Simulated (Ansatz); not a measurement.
The start is a generated cell, SnSe built in the AFLOW prototype AB_hP6_191_f_ad (B35, as in CoSn). Cell shape, volume and atoms are optimised at zero target pressure with PBE (plane waves to 420 eV, PAW, scalar-relativistic; Ansatz, an electronic-structure program). The first steps use a coarse 4×4×5 k-mesh.

Initial structure:
```
SnSe
1.0
    6.51373     0.00000     0.00000
   -3.25686     5.64105     0.00000
    0.00000     0.00000     5.25602
Se Sn
3 3
Direct
  0.50000   0.00000   0.00000
  0.50000   0.50000   0.00000
  0.00000   0.50000   0.00000
  0.00000   0.00000   0.00000
  0.33333   0.66667   0.50000
  0.66667   0.33333   0.50000
```

What pressure does the first self-consistent step give?

-3 GPa (negative: the cell is under tension).

By how much does the energy per atom fall from start to end?

0.31 to 0.33 eV/atom (the two k-meshes of the run give this range).

How does the volume per atom move from start to end?

-6.3 %, from 32.19 to 30.15 Å³/atom.

How do the shortest distances between atoms change?

The closest pairs of elements (up to four, under 3.6 Å), start → end: Se–Sn 3.23 → 2.87 Å; Se–Se 3.26 → 3.68 Å.

What band gap does the relaxed structure have at this level?

No gap (metallic).

The space group stays P6/mmm (No. 191) (the run could not lower it), with 6 atoms in the primitive cell. Final values are on a 8×8×12 k-mesh of the relaxed cell. No spin polarisation in the result.

The run could not lose the symmetry of its start, so the end can be a saddle point.

All atoms sit on sites fixed by symmetry, so only the cell could relax.

The relaxed structure here is a generated cell of SnSe: the first start was made by placing the elements on the sites of a structure type, and the end was not matched to a known phase here, so it may be hypothetical. Known forms of SnSe include space group No. 62.
